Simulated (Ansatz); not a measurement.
**Ag3Au: do energies and stresses tell the same story?**

Computed with DFT r2SCAN, scalar-relativistic, plane waves, PAW (Ansatz 0.2.0).

Plane waves to 500 eV, a k mesh through Γ of 10×10×10 on the computed 4-atom cell and Gaussian smearing (0.10 eV); no spin polarisation.

Relaxed cell: Pm-3m, a = 4.107 Å, b = 4.107 Å, c = 4.107 Å, α = 90.00°, β = 90.00°, γ = 90.00°, 4 atoms in the primitive cell. Whether it is the stable form of this composition wasn't checked.

Energies at zero smearing and pressures from the stress tensor, at volumes with shape and atoms relaxed:
```json
{"V (Å³/atom)": "16.284", "E − E(first) (meV/atom)": "0.00", "P (GPa)": "8.49"}
{"V (Å³/atom)": "16.804", "E − E(first) (meV/atom)": "-19.73", "P (GPa)": "3.82"}
{"V (Å³/atom)": "17.323", "E − E(first) (meV/atom)": "-25.70", "P (GPa)": "0.00"}
{"V (Å³/atom)": "17.843", "E − E(first) (meV/atom)": "-20.43", "P (GPa)": "-3.12"}
{"V (Å³/atom)": "18.363", "E − E(first) (meV/atom)": "-6.03", "P (GPa)": "-5.65"}
```

Task: Check P = −dE/dV between neighbouring volumes, and get the bulk modulus from the pressures alone.

Result: With 1 eV/Å³ = 160.2 GPa:
```csv
middle V (Å³/atom),−ΔE/ΔV (GPa),mean P (GPa)
16.544,6.082,6.154
17.063,1.841,1.907
17.583,-1.624,-1.563
18.103,-4.440,-4.389
```

The two differ by 0.07 GPa at most. The mean of two end pressures misses the average over a step by about ΔV² P″/12, up to 0.08 GPa here; with that taken off 0.01 GPa remains. Around V = 17.323 Å³/atom, the two neighbours give B = −V ΔP/ΔV = 17.323 × 6.94 / 1.039 = 115.7 GPa, against B0 = 115.1 GPa from the Birch–Murnaghan fit of the energies.

Spin–orbit coupling is left out, which can shift energies with elements as heavy as these.